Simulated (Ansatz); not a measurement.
MgO:
```cif
data_Mg4O4
_chemical_formula_sum 'Mg4 O4'
_space_group_name_H-M_alt 'P 1'
_space_group_IT_number 1
_cell_length_a 3.24678
_cell_length_b 3.24678
_cell_length_c 10.39602
_cell_angle_alpha 90.000
_cell_angle_beta 90.000
_cell_angle_gamma 120.000
loop_
_space_group_symop_operation_xyz
  'x, y, z'
loop_
_atom_site_label
_atom_site_type_symbol
_atom_site_fract_x
_atom_site_fract_y
_atom_site_fract_z
_atom_site_occupancy
Mg1 Mg 0.33333 0.66667 0.96954 1
Mg2 Mg 0.66667 0.33333 0.46954 1
Mg3 Mg 0.00000 0.00000 0.22089 1
Mg4 Mg 0.00000 0.00000 0.72089 1
O1 O 0.33333 0.66667 0.77997 1
O2 O 0.66667 0.33333 0.27997 1
O3 O 0.00000 0.00000 0.52959 1
O4 O 0.00000 0.00000 0.02959 1
```

Relaxed with r²SCAN. 

Task: HSE06 on this cell (Ansatz, an electronic-structure program, PAW) gives a gap of 5.24 eV. What does r²SCAN give?

Result: 4.31 eV.

Cost on shared cores: the r²SCAN run (SCF on a 10×10×3 mesh, then bands and DOS) very roughly 2.2 core-minutes, the HSE06 run (SCF on 6×6×2, then a few points) around 3 core-minutes (rough); the tasks are unlike.

Space group P6_3mc. The first step of the workflow began from a Materials Project structure, measured or hypothetical; the Crystallography Open Database copy checked does not list it. It is not the phase usual at ambient conditions (space group No. 225). Symmetry was held in the r²SCAN relaxation; whether a distortion lowers the energy is not shown.

Potentials: the later of the program's two PAW sets.

Ansatz is a plane-wave DFT program.
